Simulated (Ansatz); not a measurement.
Data:

Mg2Ge (anti-fluorite, space group No. 225), a = b = c = 6.2858 Å, α = β = γ = 90.00°; the cell used has 3 atoms.

This is the LDA-relaxed structure.

All from plane-wave PAW LDA (Ansatz code), unless another level is named. Estimate the Debye temperature from the elastic constants.

457 K.

And the vibrational entropy at 300 K?

29.6 J/(K·mol of atoms).

Space group Fm-3m (anti-fluorite). The cell was relaxed with LDA under the symmetry of its start; phonons on a q-mesh show no instability.

Potentials: the later of the program's two PAW sets.
